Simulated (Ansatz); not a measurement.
Calculation for Tl (diamond type): DFT, LDA, all-electron LAPW, scalar-relativistic (Ansatz 0.2.0). This run: diamond relaxed.

The cell comes from a relaxation on PAW files under the same functional, begun from a prototype that needn't be the stable phase.

Command: `ansatz run input.yaml --threads 1 --pin off --max-ram 3072MiB --backend cpu --events-out ev --progress --plain --runs-dir out` It took 79 s on 1 thread of Arm Neoverse V1, with other jobs on the host, peak memory 0.55 GiB.

```yaml
crystal:
  lattice:
    - [0.0, 3.369706093, 3.369706093]
    - [3.369706093, 0.0, 3.369706093]
    - [3.369706093, 3.369706093, 0.0]
  atoms:
    - { symbol: Tl, position: [-0.125, -0.125, -0.125] }
    - { symbol: Tl, position: [0.125, 0.125, 0.125] }
kpoints:
  mp_grid: { grid: [11, 11, 11] }
scf:
  occupations: { method: fermi_dirac, width: 0.05 }
hamiltonian:
  xc: lda
  pseudopotentials: { kind: all_electron, lapw: { basis_error: 0.0005 } }
output:
  forces: true
  stress: true
  eigenvalues: true
  populations: true
relax:
  f_tol: 0.005
  max_steps: 25
  cell: {}
```

Output:

```
The last accepted step is kept in <dir> (removed where the run ends without a failure and the disk answers)
Tl: projections on atomic orbitals take those of the free atom 1s2 2s2 2p6 3s2 3p6 3d10 4s2 4p6 4d10 4f14 5s2 5p6 5d10 6s2 6p1, of charge +0.00 (hamiltonian.pseudopotentials.projection_atoms)
LAPW: plane waves up to 8.575 Å⁻¹, error target 5.0e-4 eV per atom; small_component_spin mean_spin; Tl in spheres of 1.415 Å, 45 of its electrons in bands, Dirac shells [] (how accurate: hamiltonian.pseudopotentials.lapw.basis_error, Limitations)
Engine: ansatz 0.2.0
Pseudopotentials: kind: all_electron
Pseudopotential: Tl, LAPW, valence charge 45, lapw/all_electron/scalar/gaussian/Tl, Koelling and Harmon's equation, gaussian nucleus
Functional definition: SPW92
  exchange = slater_x
  correlation = pw_c
Crystal: 2 atoms, lattice volume = 76.525 Å³
Basis set: ecut = 280.1786029101989 eV, 869 PW (Γ), exchange–correlation at level 2
Bands: 54, of which v1, the nominal top of the filled ones, is band 45 counted from 1 (44 counted from 0)
Symmetry: 48 space group operations
Space group: Fd-3m (ITA 227), of the structure as read, at distance tolerance 4.2e-5 Å
k-points: 56 of 1331
Non-local potential: Tl, projectors of the file, none
Initial density: superposition of atomic densities (chi_scale 0.1, normalization cell)
Initial wavefunctions: plane waves of lowest kinetic energy (no species holds an atomic orbital)
Functional: x = slater, c = lda
iter 1 solved again at ethr=3.53e-5 eV; its pass at ethr=1.00e-1 eV (dr2=3.18e-2 eV) is discarded
SCF iter   1: F=—  HF=-1100956.933500 eV  |F-HF|=—  |Δ(HF+E_count)|=         —  Δρ=7.75e-3  dr2=3.21e-2  ethr=3.53e-5  ⟨swp⟩=3.0  Hψ=18471  notcnv=0
preconditioner: auto → LDOS  [metal: Δε(μ)=0.018 eV  Ē_g=16.349 eV  σ=0.050 eV  W_gap=0.09  n_scr=26 (ndim 8)  ℏωp=21.6 eV  f_vac=0.433  D(μ)=1.53/eV (n_scr^D=14)  β→1.0]
SCF iter   2: F=—  HF=-1100956.945618 eV  |F-HF|=—  |Δ(HF+E_count)|=   1.21e-2  Δρ=2.49e-3  dr2=9.48e-3  ethr=3.53e-5  ⟨swp⟩=3.0  Hψ=9245  notcnv=0
SCF iter   3: F=—  HF=-1100956.878202 eV  |F-HF|=—  |Δ(HF+E_count)|=   6.74e-2  Δρ=1.38e-3  dr2=1.20e-3  ethr=1.05e-5  ⟨swp⟩=3.0  Hψ=9281  notcnv=0
SCF iter   4: F=—  HF=-1100956.876792 eV  |F-HF|=—  |Δ(HF+E_count)|=   1.41e-3  Δρ=5.34e-4  dr2=2.80e-4  ethr=1.33e-6  ⟨swp⟩=2.0  Hψ=8634  notcnv=0
SCF iter   5: F=—  HF=-1100956.876740 eV  |F-HF|=—  |Δ(HF+E_count)|=   5.20e-5  Δρ=1.82e-4  dr2=5.32e-5  ethr=3.11e-7  ⟨swp⟩=2.0  Hψ=8634  notcnv=0
iter 6 solved again at ethr=2.02e-9 eV; its pass at ethr=5.91e-8 eV (dr2=1.82e-6 eV) is discarded
SCF iter   6: F=—  HF=-1100956.876730 eV  |F-HF|=—  |Δ(HF+E_count)|=   9.53e-6  Δρ=3.11e-5  dr2=1.81e-6  ethr=2.02e-9  ⟨swp⟩=2.0  Hψ=14804  notcnv=0
SCF iter   7: F=-1100956.876730 eV  HF=-1100956.876730 eV  |F-HF|=1.65e-8  |Δ(HF+E_count)|=   4.41e-7  Δρ=3.95e-6  dr2=1.63e-8  ethr=2.02e-9  ⟨swp⟩=2.4  Hψ=8667  notcnv=0
SCF 1 converged in 7 iterations: F = -1100956.876730 eV  dr2 = 1.63e-8
relax step   1: F+E_penalty+E_count = -1100956.87672957 eV  Δ(F+E_penalty+E_count) = +0.000e0 eV  max|allowed force component| = 3.469e-18 eV/Å  Δτ_max = 0.0000 Å  P = -0.011 GPa  Ω = 76.525 Å³  (7 SCF iters, accepted)
Initial density: handed on by an earlier stage of this run
Initial wavefunctions: those handed on with the density
iter 1 solved again at ethr=1.78e-11 eV; its pass at ethr=1.00e-1 eV (dr2=1.60e-8 eV) is discarded
SCF iter   1: F=—  HF=-1100956.876730 eV  |F-HF|=—  |Δ(HF+E_count)|=         —  Δρ=3.89e-6  dr2=1.60e-8  ethr=1.78e-11  ⟨swp⟩=5.1  Hψ=14693  notcnv=0
preconditioner: auto → LDOS  [metal: Δε(μ)=0.021 eV  Ē_g=16.615 eV  σ=0.050 eV  W_gap=0.10  n_scr=26 (ndim 8)  ℏωp=21.6 eV  f_vac=0.423  D(μ)=1.59/eV (n_scr^D=14)  β→1.0]
iter 2 solved again at ethr=1.00e-12 eV; its pass at ethr=1.78e-11 eV (dr2=3.07e-10 eV) is discarded
SCF iter   2: F=-1100956.876730 eV  HF=-1100956.876730 eV  |F-HF|=1.91e-8  |Δ(HF+E_count)|=   1.12e-8  Δρ=5.84e-7  dr2=3.07e-10  ethr=8.87e-12 (applied; sched 1.00e-12)  ⟨swp⟩=2.0  Hψ=14935  notcnv=0
SCF 2 converged in 2 iterations: F = -1100956.876730 eV  dr2 = 3.07e-10
relax step   2: F+E_penalty+E_count = -1100956.87672958 eV  Δ(F+E_penalty+E_count) = -8.615e-9 eV  max|allowed force component| = 2.277e-18 eV/Å  Δτ_max = 0.0000 Å  P = -0.011 GPa  Ω = 76.525 Å³  stress off target by 1.12e-2 GPa  SCF on the basis re-selected at this cell (its energy is not comparable with the rows above)  (2 SCF iters)
basis re-selected at this cell: Δ(F+E_penalty+E_count) = -8.615e-9 eV, ΔP = -0.000 GPa vs the last step (what re-selecting the basis moved, after the strain that the cell walked since its last selection, with what the two solves' SCF thresholds leave and, on support functions, any second-order correction that the steps lacked; it is no measure of the basis error at this ecutwfc). This SCF's stress stands 1.12e-2 GPa from its target on what of the cell is left free (relax.cell.stress_tol is 5.00e-2 GPa) and its largest allowed force component is 2.28e-18 eV/Å (relax.f_tol is 5.00e-3 eV/Å): within both
SCF converged after 2 iterations
Free energy (F): -1100956.876730 eV
Harris-Foulkes:  -1100956.876730 eV  (|F-HF|=1.91e-8)
Internal energy: -1100956.863677 eV  (E = F + TS)
E sigma→0 (E₀):  -1100956.870203 eV
Entropy (-TS):   -0.013052 eV (-6.526 meV/atom)
Fermi energy:    10.159234 eV
--- Per-component energies (eV) ---
  E_band       = -11198.885814
  E_kinetic    = 1264045.649460
  E_xc         = -20113.843724
  E_electrostatic = -2344888.669413  (all electrons and nuclei)
  E_smearing   = -0.013052  (= −TS)
  E_closure    = 0.000000  (closes the sum)
  E_atoms      = -1100951.902729  (free atoms, spherical and without spin; not in F)
  Σ components = -1100956.876730   (vs F -1100956.876730, Δ=0.00e0)
  Basis errors (estimates in eV, not in F): energy 2.0e-4 per atom: plane waves 1.9e-4 (1.1e-4 summed), levels above the bands 6.5e-93, relativity 9.8e-9, radial functions 9.1e-6, core shells 5.4e-9; eigenvalues (radial functions only) 1.7e-7; not estimated: angular momenta, meshes, grids; target (lapw.basis_error) 5.0e-4; muffin-tin radii Tl 1.415 Å
--- Forces (eV/Å), atoms counted from 1 ---
  atom   1  Tl    -0.00000000    -0.00000000     0.00000000
  atom   2  Tl    -0.00000000     0.00000000     0.00000000
  max |Σ_I F_I| component: 4.86e-17 eV/Å
--- Stress (GPa, compression-positive) ---
       -0.011156       0.000000      -0.000000
        0.000000      -0.011156       0.000000
       -0.000000       0.000000      -0.011156
  P = ⅓ Tr σ = -0.0112 GPa (-0.112 kbar)
--- Band table (eV; the first three rows and the last of 56) ---
  k-point 0: bands = ["-359.9678", "-359.9678", "-359.9678", "-359.9678", "-359.9678", "-359.9678", "-359.9667", "-359.9667", "-359.9667", "-359.9667", "-116.6691", "-116.6667", "-100.0620", "-100.0619", "-100.0612", "-100.0612", "-100.0612", "-100.0612", "-100.0612", "-100.0612", "-100.0606", "-100.0606", "-100.0606", "-100.0606", "-100.0606", "-100.0606", "-61.7714", "-61.7714", "-61.7714", "-61.7462", "-61.7462", "-61.7462", "-1.7519", "-1.7519", "-1.7519", "-1.6537", "-1.6537", "-0.9337", "-0.9337", "-0.9337", "-0.8031", "-0.8031", "0.8685", "9.8027", "12.8042", "12.8042", "12.8042", "14.4828", "14.4828", "14.4828", "15.4231", "19.1140", "19.1140", "19.1140"]
  k-point 1: bands = ["-359.9678", "-359.9678", "-359.9678", "-359.9678", "-359.9678", "-359.9678", "-359.9667", "-359.9667", "-359.9667", "-359.9667", "-116.6691", "-116.6667", "-100.0620", "-100.0619", "-100.0612", "-100.0612", "-100.0612", "-100.0612", "-100.0612", "-100.0612", "-100.0606", "-100.0606", "-100.0606", "-100.0606", "-100.0606", "-100.0606", "-61.7715", "-61.7715", "-61.7712", "-61.7464", "-61.7460", "-61.7460", "-1.7707", "-1.7707", "-1.7510", "-1.6273", "-1.6273", "-0.9527", "-0.9473", "-0.9473", "-0.7928", "-0.7928", "0.9636", "9.3790", "12.5412", "12.5835", "12.5835", "14.6016", "14.7308", "14.7308", "16.2176", "18.7457", "18.8650", "18.8650"]
  k-point 2: bands = ["-359.9678", "-359.9678", "-359.9678", "-359.9678", "-359.9678", "-359.9678", "-359.9667", "-359.9667", "-359.9667", "-359.9667", "-116.6690", "-116.6668", "-100.0620", "-100.0619", "-100.0612", "-100.0612", "-100.0612", "-100.0612", "-100.0612", "-100.0612", "-100.0606", "-100.0606", "-100.0606", "-100.0606", "-100.0606", "-100.0606", "-61.7719", "-61.7719", "-61.7706", "-61.7470", "-61.7457", "-61.7457", "-1.7980", "-1.7980", "-1.7485", "-1.5812", "-1.5812", "-1.0003", "-0.9733", "-0.9733", "-0.7740", "-0.7740", "1.2381", "8.3872", "12.0690", "12.1647", "12.1647", "15.1791", "15.1791", "15.3102", "17.1614", "18.6233", "18.6233", "18.7764"]
  k-point 55: bands = ["-359.9678", "-359.9678", "-359.9678", "-359.9678", "-359.9678", "-359.9678", "-359.9667", "-359.9667", "-359.9667", "-359.9667", "-116.6680", "-116.6678", "-100.0620", "-100.0619", "-100.0612", "-100.0612", "-100.0612", "-100.0612", "-100.0612", "-100.0612", "-100.0606", "-100.0606", "-100.0606", "-100.0606", "-100.0606", "-100.0606", "-61.7748", "-61.7744", "-61.7603", "-61.7573", "-61.7431", "-61.7428", "-1.9098", "-1.8913", "-1.5665", "-1.4721", "-1.3109", "-1.2357", "-1.2174", "-1.1295", "-0.6570", "-0.6374", "3.8738", "4.4637", "8.9034", "9.4562", "14.4813", "15.4869", "16.1713", "16.3805", "20.4203", "21.0017", "21.8500", "22.0249"]
--- Relaxed structure (1 steps of the walk, 1 accepted, 1 SCFs on fresh bases) ---
  F+E_penalty+E_count = -1100956.87672958 eV   max|allowed force component| = 2.277e-18 eV/Å   (the final SCF, on the basis selected at the relaxed cell)
  cell:  # Å, volume = 76.5255 Å³
    - [0.0, 3.369706093, 3.369706093]
    - [3.369706093, 0.0, 3.369706093]
    - [3.369706093, 3.369706093, 0.0]
  atoms:
    - { symbol: Tl, position: [-0.125, -0.125, -0.125] }
    - { symbol: Tl, position: [0.125, 0.125, 0.125] }
--- Löwdin populations: 2 sites ---
  site symbol       q [e]
     0     Tl     80.9828
     1     Tl     80.9828
  spilling = 0.000213 (of n_electrons = 162.000000)
```

populations.tsv:

```
# site	symbol	l	j	q
# orbitals = lowdin
# n_electrons = 162.000000
# spilling = 0.000213
# projection_atom_Tl: 1s2 2s2 2p6 3s2 3p6 3d10 4s2 4p6 4d10 4f14 5s2 5p6 5d10 6s2 6p1
0	Tl	0_1S	-	1.999999
0	Tl	0_2S	-	1.999983
0	Tl	0_3S	-	1.999807
0	Tl	0_4S	-	1.998151
0	Tl	0_5S	-	1.978824
0	Tl	0_6S	-	1.415947
0	Tl	1_2P	-	6.000000
0	Tl	1_3P	-	5.999996
0	Tl	1_4P	-	5.999864
0	Tl	1_5P	-	5.989769
0	Tl	1_6P	-	1.640986
0	Tl	2_3D	-	9.999998
0	Tl	2_4D	-	9.999982
0	Tl	2_5D	-	9.959460
0	Tl	3_4F	-	13.999986
1	Tl	0_1S	-	1.999999
1	Tl	0_2S	-	1.999983
1	Tl	0_3S	-	1.999807
1	Tl	0_4S	-	1.998151
1	Tl	0_5S	-	1.978824
1	Tl	0_6S	-	1.415947
1	Tl	1_2P	-	6.000000
1	Tl	1_3P	-	5.999996
1	Tl	1_4P	-	5.999864
1	Tl	1_5P	-	5.989769
1	Tl	1_6P	-	1.640986
1	Tl	2_3D	-	9.999998
1	Tl	2_4D	-	9.999982
1	Tl	2_5D	-	9.959460
1	Tl	3_4F	-	13.999986
```

Spin–orbit coupling is left out, which matters for the heavy atoms.
